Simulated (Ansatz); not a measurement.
ZrN:
```
CELL_PARAMETERS angstrom
      0.00000     2.26259     2.26259
      2.26259     0.00000     2.26259
      2.26259     2.26259     0.00000
ATOMIC_POSITIONS crystal
  Zr 0.50000 0.50000 0.50000
  N  0.00000 0.00000 0.00000
```

Relaxed with LDA. Special points in fractions of this cell's reciprocal vectors: Γ (0.000, 0.000, 0.000); X (0.500, 0.000, 0.500); U (0.625, 0.250, 0.625); K (0.375, 0.375, 0.750); L (0.500, 0.500, 0.500); W (0.500, 0.250, 0.750).

Q: List the band energies nearest the Fermi level at these points for plane-wave PAW LDA (Ansatz code).

A: In eV from the Fermi level; about four levels below and three above (degenerate sets whole), none deeper than 8.9 eV; … stands for higher levels left out; points with the same levels are listed once.

```tsv
k	below	above
Γ	-2.67 -2.67 -2.67 -0.43 -0.43 -0.43	…
X	-4.48 -3.66 -3.13 -3.13	3.57 4.84 4.84
U	-5.59 -4.70 -4.53 -0.73	3.60 3.90 5.63
L	-7.85 -5.87 -5.87	3.21 3.28 3.28
W	-5.57 -4.74 -4.74	1.08 1.08 4.85
```

Space group Fm-3m (rock salt). The LDA relaxation kept the symmetry of its start. The run is not spin-polarised. With an odd number of electrons in the cell and no spin polarisation, the count alone makes it a metal. Spin–orbit coupling is left out wherever it is not named.

Potentials: the earlier of the program's two PAW sets. The files were generated under PBE; for other functionals the program regenerates the frozen cores, and for LDA and PBEsol the local potential too.
